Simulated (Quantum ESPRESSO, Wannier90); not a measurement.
## AlNi (CsCl type), plane waves to Wannier functions

Materials Project entry mp-1487; symmetrised, unrelaxed at this level. COD (Crystallography Open Database) has an entry of this formula and space group (matched by these alone). Level: PBEsol, no spin polarisation, no spin-orbit coupling; pw.x of Quantum ESPRESSO at 79 Ry with PseudoDojo potentials, 10×10×10 k-points, Wannier90. Density: 14×14×14 mesh, cold smearing 0.01 Ry. A non-magnetic state is assumed; magnetic ones were not tried.

On the energy scale of pw.x, whose zero is arbitrary, the Fermi level lies at 14.39 eV.

Input w.win:

```
num_bands = 3
num_wann = 3
exclude_bands = 1,5-26
num_iter = 800
conv_tol = 1.0e-6
conv_window = 4
write_hr = true
write_u_matrices = true
auto_projections = true
begin unit_cell_cart
ang
    2.8597100000    0.0000000000    0.0000000000
    0.0000000000    2.8597100000    0.0000000000
    0.0000000000    0.0000000000    2.8597100000
end unit_cell_cart
begin atoms_frac
Al   0.5000000000  0.5000000000  0.5000000000
Ni   0.0000000000  0.0000000000  0.0000000000
end atoms_frac
mp_grid = 10 10 10
begin kpoints
0.0000000000 0.0000000000 0.0000000000
0.0000000000 0.0000000000 0.1000000000
0.0000000000 0.0000000000 0.2000000000
... (997 more lines: the 10x10x10 mesh through Gamma)
end kpoints
```

Input of pw2wannier90.x that gives the overlap and projection files (equivalent; here they were cut from one run over all bands):

```
&inputpp
  outdir = './out'
  prefix = 'pwscf'
  seedname = 'w'
  write_amn = .true.
  write_mmn = .true.
  atom_proj = .true.
  atom_proj_exclude = 1 2 3 4 5 9 10 11 12 13 14
/
```

Output w.wout (banner and timings cut):

```
                                    ------
                                    SYSTEM
                                    ------

                              Lattice Vectors (Ang)
                    a_1     2.859710   0.000000   0.000000
                    a_2     0.000000   2.859710   0.000000
                    a_3     0.000000   0.000000   2.859710

                   Unit Cell Volume:      23.38654  (Ang^3)

                        Reciprocal-Space Vectors (Ang^-1)
                    b_1     2.197141   0.000000   0.000000
                    b_2     0.000000   2.197141   0.000000
                    b_3     0.000000   0.000000   2.197141

 *----------------------------------------------------------------------------*
 |   Site       Fractional Coordinate          Cartesian Coordinate (Ang)     |
 +----------------------------------------------------------------------------+
 | al   1   0.50000   0.50000   0.50000   |    1.42986   1.42986   1.42986    |
 | ni   1   0.00000   0.00000   0.00000   |    0.00000   0.00000   0.00000    |
 *----------------------------------------------------------------------------*
                                ------------
                                K-POINT GRID
                                ------------

             Grid size = 10 x 10 x 10      Total points = 1000

 *---------------------------------- MAIN ------------------------------------*
 |  Number of Wannier Functions               :                 3             |
 |  Number of Objective Wannier Functions     :                 3             |
 |  Number of input Bloch states              :                 3             |
 |  Output verbosity (1=low, 5=high)          :                 1             |
 |  Timing Level (1=low, 5=high)              :                 1             |
 |  Optimisation (0=memory, 3=speed)          :                 3             |
 |  Length Unit                               :               Ang             |
 |  Post-processing setup (write *.nnkp)      :                 F             |
 |  Using Gamma-only branch of algorithms     :                 F             |
 *----------------------------------------------------------------------------*
 *------------------------------- WANNIERISE ---------------------------------*
 |  Total number of iterations                :               800             |
 |  Number of CG steps before reset           :                 5             |
 |  Trial step length for line search         :             2.000             |
 |  Convergence tolerence                     :         0.100E-05             |
 |  Convergence window                        :                 4             |
 |  Iterations between writing output         :                 1             |
 |  Iterations between backing up to disk     :               100             |
 |  Write r^2_nm to file                      :                 F             |
 |  Write xyz WF centres to file              :                 F             |
 |  Write on-site energies <0n|H|0n> to file  :                 F             |
 |  Use guiding centre to control phases      :                 F             |
 |  Use phases for initial projections        :                 F             |
 *----------------------------------------------------------------------------*
 *-------------------------------- PLOTTING ----------------------------------*
 |  Plotting Hamiltonian in WF basis          :                 T             |
 *----------------------------------------------------------------------------*

       ... (k-mesh section left out)

 Starting a new Wannier90 calculation ...

 Reading overlaps from w.mmn

 Reading projections from w.amn

 *------------------------------- WANNIERISE ---------------------------------*
 +--------------------------------------------------------------------+<-- CONV
 | Iter  Delta Spread     RMS Gradient      Spread (Ang^2)            |<-- CONV
 +--------------------------------------------------------------------+<-- CONV

 ------------------------------------------------------------------------------
 Initial State
  WF centre and spread    1  ( -0.000000, -0.000000, -0.000000 )     0.20522279
  WF centre and spread    2  (  0.000000, -0.000000,  0.000000 )     0.20522279
  WF centre and spread    3  (  0.000000, -0.000000, -0.000000 )     0.20522279
  Sum of centres and spreads ( -0.000000, -0.000000, -0.000000 )     0.61566838

      0     0.616E+00     0.0000000000        0.6156683804  <-- CONV
        O_D=      0.0000000 O_OD=      0.0000000 O_TOT=      0.6156684 <-- SPRD
 ------------------------------------------------------------------------------
      1    -0.278E-14     0.0000005829        0.6156683804  <-- CONV
        O_D=      0.0000000 O_OD=      0.0000000 O_TOT=      0.6156684 <-- SPRD
      2    -0.544E-14     0.0000005817        0.6156683804  <-- CONV
        O_D=      0.0000000 O_OD=      0.0000000 O_TOT=      0.6156684 <-- SPRD
      3    -0.799E-14     0.0000005794        0.6156683804  <-- CONV
        O_D=      0.0000000 O_OD=      0.0000000 O_TOT=      0.6156684 <-- SPRD
      4    -0.107E-13     0.0000005760        0.6156683804  <-- CONV
        O_D=      0.0000000 O_OD=      0.0000000 O_TOT=      0.6156684 <-- SPRD
             <<<     Delta < 1.000E-06  over  4 iterations     >>>
             <<< Wannierisation convergence criteria satisfied >>>
 Final State
  WF centre and spread    1  ( -0.000000, -0.000000, -0.000000 )     0.20522279
  WF centre and spread    2  (  0.000000, -0.000000,  0.000000 )     0.20522279
  WF centre and spread    3  (  0.000000, -0.000000, -0.000000 )     0.20522279
  Sum of centres and spreads ( -0.000000, -0.000000, -0.000000 )     0.61566838

         Spreads (Ang^2)       Omega I      =     0.615668367
        ================       Omega D      =     0.000000000
                               Omega OD     =     0.000000013
    Final Spread (Ang^2)       Omega Total  =     0.615668380
```
